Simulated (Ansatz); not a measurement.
Cu3Sb:
```
CELL_PARAMETERS angstrom
      4.21071     0.00000     0.00000
      0.00000     5.39437     0.00000
      0.00000     0.00000     5.17193
ATOMIC_POSITIONS crystal
  Cu 0.50000 0.00000 0.27529
  Cu 0.00000 0.50000 0.72471
  Cu 0.00000 0.24597 0.14282
  Cu 0.00000 0.75403 0.14282
  Cu 0.50000 0.25403 0.85718
  Cu 0.50000 0.74597 0.85718
  Sb 0.00000 0.00000 0.65793
  Sb 0.50000 0.50000 0.34207
```

Relaxed with r²SCAN.

Question: Map the electron localisation function on the plane through (0.500, 0.000, 0.275) spanned by u = [0, 1, 0] and v = [0, 0, 1] in lattice vectors, from DFT-r²SCAN in the program Ansatz with PAW potentials.

Answer: x is the fraction of u, y of v (the angle between them is 90°; rows are the nearest grid lines); atoms in the plane: Cu at (0.00, 0.00), Cu at (0.25, 0.58), Cu at (0.75, 0.58), Sb at (0.50, 0.07).
```
|9952113443210000123443112599|
|9742112443321001233442112479|
|5432113444332222334443112345|
|2221123344333333334433211222|
|1112222122333333332212222111|
|2222111111122332211111112222|
|2221111111112222111111111222|
|2211222322111221112232221122|
|2211235643211221123465321122|
|2111258974211221124798521112|
|2112369985211221125899632112|
|2111247874211221124787421112|
|2211122222111221112222211122|
|2211111111112332111111111122|
|2211111111123333211111111122|
|2211111112234444322111111122|
|1111111123445555443211111111|
|1111111234444444444321111111|
|1111112344433333344432111111|
|1111112344332112334432111111|
|2221123443210000123443211222|
|5432113443200000023443112345|
|9742113443200000023443112479|
|9952113443210000123443112599|
```
Scale: ten equal steps from 0.000 (start of '0') to 0.931 (end of '9'), in the order '0123456789'; x runs from 0.000 to 1.00, y from 0.000 (bottom) to 1.00 (top).

The density is the valence pseudo-density with augmentation charge, so density and ELF within about 1 Å of a nucleus are not all-electron values.

Space group Pmmn. The first step of the workflow began from a Materials Project structure, measured or hypothetical; the Crystallography Open Database copy checked does not list it. Its standing as an ambient phase is unchecked. The cell was relaxed with r²SCAN under the symmetry of its start; whether a distortion lowers the energy is not shown. The run is not spin-polarised. Scalar-relativistic: spin–orbit coupling is off unless named, which matters more the heavier the elements.

Potentials: the later of the program's two PAW sets.
